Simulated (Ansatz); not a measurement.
MoPd:
```cif
data_Mo4Pd4
_chemical_formula_sum 'Mo4 Pd4'
_space_group_name_H-M_alt 'Cmcm'
_space_group_IT_number 63
_space_group_name_Hall '-C 2c 2'
_cell_length_a 2.63010
_cell_length_b 10.45854
_cell_length_c 4.30378
_cell_angle_alpha 90.000
_cell_angle_beta 90.000
_cell_angle_gamma 90.000
loop_
_atom_site_label
_atom_site_type_symbol
_atom_site_symmetry_multiplicity
_atom_site_Wyckoff_symbol
_atom_site_fract_x
_atom_site_fract_y
_atom_site_fract_z
_atom_site_occupancy
Mo1 Mo 4 c 0.00000 0.32691 0.25000 1
Pd1 Pd 4 c 0.00000 0.06943 0.25000 1
```
(The calculation used a cell of 4 atoms; values per cell refer to that cell.)

Relaxed with PBEsol.

### Question
Decompose the optical modes at the zone centre into irreducible representations, and say which are infrared and Raman allowed.

### Answer
Point group mmm: Γ_opt = 2Ag + 2B1g + B1u + B2u + 2B3g + B3u. Infrared: B1u, B2u, B3u. Raman: Ag, B1g, B3g.

### Question
Assign frequencies (DFPT, PBEsol (plane waves, PAW; program Ansatz)).

### Answer
B1g 73, B1g 121, B3g 136, B3u 154, Ag 159, B2u 191, B1u 194, Ag 219, B3g 264 cm⁻¹.

Subscripts of B labels follow the axes of the standard setting.

The start of the workflow was typed in or built on a structure type; neither database checked (COD, Materials Project) lists it. Its standing as an ambient phase is unchecked. The PBEsol relaxation kept the symmetry of its start; whether a distortion lowers the energy is not shown. No spin polarisation was allowed. As this level gives no gap, phonon frequencies hold no LO–TO term and depend on the k-mesh and smearing (Fermi–Dirac, 0.1 eV here).

Potentials: the later of the program's two PAW sets.
